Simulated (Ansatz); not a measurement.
VSi:
```
CELL_PARAMETERS angstrom
     -1.62645     1.62645     5.45802
      1.62645    -1.62645     5.45802
      1.62645     1.62645    -5.45802
ATOMIC_POSITIONS crystal
  V  0.99837 0.99837 0.00000
  V  0.74837 0.24837 0.50000
  Si 0.41763 0.41763 0.00000
  Si 0.16763 0.66763 0.50000
```
Starting moments (μB, in the order of the atoms V V Si Si): 0.2 0.2 0.0 0.0.

Relaxed with PBE. Special points in fractions of this cell's reciprocal vectors: Γ (0.000, 0.000, 0.000); X (0.000, 0.000, 0.500); P (0.250, 0.250, 0.250); N (0.000, 0.500, 0.000); M (0.500, 0.500, -0.500); S (0.272, 0.728, -0.272); S0 (-0.272, 0.272, 0.272); R (-0.044, 0.044, 0.500); G (0.500, 0.500, -0.044).

Task: List the band energies nearest the Fermi level at these points for plane-wave PAW PBE (Ansatz code).

Result: In eV from the Fermi level; about four levels below and three above (degenerate sets whole), none deeper than 8.9 eV; points with the same levels are listed once.

```
k                      below                above
---  -----------------------  -------------------
Γ ↑  -1.11 -0.46 -0.33 -0.33       0.16 0.16 0.84
X ↑  -1.02 -1.02 -0.23 -0.23  2.07 2.07 2.14 2.14
P ↑  -1.02 -1.02 -0.23 -0.23  2.07 2.07 2.12 2.12
N ↑  -1.12 -0.66 -0.53 -0.42       0.45 1.24 1.39
M ↑  -1.36 -1.36 -0.80 -0.80  1.05 1.05 1.52 1.52
S ↑  -1.11 -0.77 -0.46 -0.46       0.30 1.36 1.38
R ↑  -1.00 -1.00 -0.25 -0.25  1.96 1.96 2.25 2.25
Γ ↓  -0.99 -0.32 -0.24 -0.24       0.33 0.33 0.98
X ↓  -0.94 -0.94 -0.02 -0.02  2.18 2.18 2.29 2.29
P ↓  -0.94 -0.94 -0.02 -0.02  2.19 2.19 2.27 2.27
N ↓  -1.03 -0.54 -0.41 -0.29       0.59 1.42 1.49
M ↓  -1.27 -1.27 -0.68 -0.68  1.19 1.19 1.67 1.67
S ↓  -1.02 -0.63 -0.35 -0.34       0.44 1.50 1.54
R ↓  -0.93 -0.93 -0.04 -0.04  2.09 2.09 2.38 2.38
```

Space group I4_1md. The cell is a constructed one: a structure type filled with these elements; neither database checked (COD, Materials Project) lists it. Whether it is the stable phase at ambient conditions was not checked. Symmetry was held in the PBE relaxation; its stability against distortions is not shown here. Spin order of the final state: ferromagnetic, the only order run, not a proven ground state.

Potentials: the later of the program's two PAW sets.
